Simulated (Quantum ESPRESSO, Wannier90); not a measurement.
Wannier functions of Rh (fcc (Cu type))

```xyz
1
Lattice="0.0000 1.9030 1.9030 1.9030 0.0000 1.9030 1.9030 1.9030 0.0000" Properties=species:S:1:pos:R:3 pbc="T T T"
Rh     0.0000     0.0000     0.0000
```

Cell from Materials Project (mp-74), symmetrised, no further relaxation. This is the element's usual structure. Method: PBEsol plane waves in Quantum ESPRESSO 7.5 (PseudoDojo norm-conserving files, 71 Ry, no spin polarisation, no spin-orbit coupling), Bloch states on a 12×12×12 mesh through Γ, Wannier90 4.0.1. Density: 18×18×18 mesh, cold smearing 0.01 Ry.

A tight-binding model is made by disentanglement and projection with no localisation steps (num_iter = 0), so the 9 orbitals stay atom-like: hydrogen-like Rh: s;p;d, axes along x, y, z; frozen window up to 1.50 eV relative to the Fermi level. It follows pw.x to 1.9 meV rms for states up to 1.0 eV relative to the Fermi level. Matrix elements depend on this choice of orbitals and windows.

Problem. What are the on-site energies relative to the Fermi level, and how fast do the hoppings decay?

Solution. 
| atom | orbitals | energy (eV) |
|---|---|---|
| Rh1 | s | 8.52 |
| Rh1 | pz px py | 15.09 |
| Rh1 | dz2 dx2-y2 | -2.06 |
| Rh1 | dxz dyz dxy | -2.13 |

| distance of the centres (Å) | largest modulus (eV) |
|---|---|
| 2–3 | 2.2 |
| 3–4 | 0.47 |
| 4–5 | 0.21 |
| 5–6 | 0.052 |
| 6–7 | 0.12 |
| 7–8 | 0.017 |
| 8–9 | 0.036 |
| 9–10 | 0.0069 |
| 10–11 | 0.0052 |
| 11–12 | 0.0048 |
| 12–13 | 0.0029 |
